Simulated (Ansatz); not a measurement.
# Does relaxation matter for the field gradients of CdTe with Sb replacing Te?

Start: a supercell of CdTe (zinc blende type, F-43m) built from a COD entry (the entry's cell lengths or inner coordinates differ somewhat from later room-temperature determinations), with all atoms left at the host's positions.

Space group F-43m (No. 216); a = 19.2300 Å.

```
site  Wyckoff  site symmetry       x       y       z
 Cd1      16e            .3m  0.4167  0.0833  0.4167
 Cd3      24g           2.mm  0.7500  0.0833  0.7500
 Cd5      48h            ..m  0.7500  0.9167  0.5833
Cd14       4d           -43m  0.7500  0.7500  0.7500
Cd18      16e            .3m  0.0833  0.5833  0.9167
  Sb       4a           -43m  0.5000  0.0000  0.5000
Te29      48h            ..m  0.6667  0.0000  0.6667
Te32      16e            .3m  0.8333  0.8333  0.6667
Te36      16e            .3m  0.1667  0.6667  0.8333
Te42      24f           2.mm  0.0000  0.6667  0.0000
```

One atom of each set is listed; the run and its k-mesh use a cell of 54 atoms with edges of 13.60, 13.60, 13.60 Å.

Level of theory: DFT, PBE, plane waves and PAW, scalar-relativistic, 420 eV cutoff, Γ-centred 2×2×2 k-points, Fermi–Dirac smearing 0.01 eV, cell charge -1 (Ansatz 0.2.0).

The largest force at the start is 0.71 eV/Å. Relaxing the ions at fixed cell moves them by 0.094 Å at most (atom 1, Cd) and 0.028 Å rms.

```
site  moved (Å)              first shell before               first shell after  V_zz before (10²¹ V/m²)  η before
 Cd1      0.094  1 Sb at 2.78 Å, 3 Te at 2.78 Å  1 Sb at 2.68 Å, 3 Te at 2.80 Å                    -5.62      0.00
 Cd3      0.011                  4 Te at 2.78 Å             4 Te at 2.76–2.78 Å                     0.82      0.23
 Cd5      0.017                  4 Te at 2.78 Å             4 Te at 2.77–2.79 Å                    -0.49      0.95
Cd18      0.004                  4 Te at 2.78 Å                  4 Te at 2.78 Å                   -0.080      0.00
  Sb      0.000                  4 Cd at 2.78 Å                  4 Cd at 2.68 Å                     0.00         –
Te29      0.015                  4 Cd at 2.78 Å             4 Cd at 2.76–2.80 Å                    -5.22      0.17
Te32      0.004                  4 Cd at 2.78 Å                  4 Cd at 2.78 Å                     1.15      0.00
Te36      0.005                  4 Cd at 2.78 Å                  4 Cd at 2.78 Å                     1.38      0.00
Te42      0.004                  4 Cd at 2.78 Å             4 Cd at 2.78–2.79 Å                     0.59      0.44
```

Task: What are V_zz and η after the relaxation?

Result: 

| site | V_zz after | η after | change of V_zz |
| --- | --- | --- | --- |
| Cd1 | -8.00 | 0.00 | -2.38 |
| Cd3 | 1.08 | 0.68 | +0.26 |
| Cd5 | -0.77 | 0.94 | -0.28 |
| Cd18 | -0.13 | 0.00 | -0.05 |
| Sb | 0.00 | – | 0.00 |
| Te29 | -4.57 | 0.10 | +0.65 |
| Te32 | 0.59 | 0.00 | -0.56 |
| Te36 | 0.98 | 0.00 | -0.40 |
| Te42 | -0.69 | 0.89 | – |

The largest change of V_zz along a kept axis is on Cd1, from -5.62 to -8.00. In per cent, |V_zz| changes by +31 to +43 on Cd, -49 to -13 on Te (all sites that start above 0.5, bar those whose gradient vanishes or changes sign or whose main axis turns by over 40°). Where |V_zz| stays above 0.1 and the axes keep their order, η moves most on Cd3, from 0.23 to 0.68. On Te42 the largest principal value lies along another axis in the second run, so the two V_zz can't be compared directly. Other sites without a gradient aren't listed.

The defect repeats with the cell of 54 atoms, so it feels its images: sites between two images don't show the values beside a lone defect, and zeros or small values of η there can come from the images' arrangement. A uniform background compensates the cell's charge. Without spin–orbit coupling the gradients at and beside Te can be off by some per cent, at some sites by more.
Before: With a gap of 0.5 eV on this mesh, small gradients can still move by 0.1 × 10²¹ V/m² or more as the k-mesh gets denser. The neighbours have not yet relaxed around the defect (largest force 0.71 eV/Å), so a real crystal will differ.
After: The relaxation keeps the site symmetry -43m of the start, so the impurity can't leave its site; a start off the site could end lower. With a gap of 0.7 eV on this mesh, small gradients can still move by 0.1 × 10²¹ V/m² or more as the k-mesh gets denser.
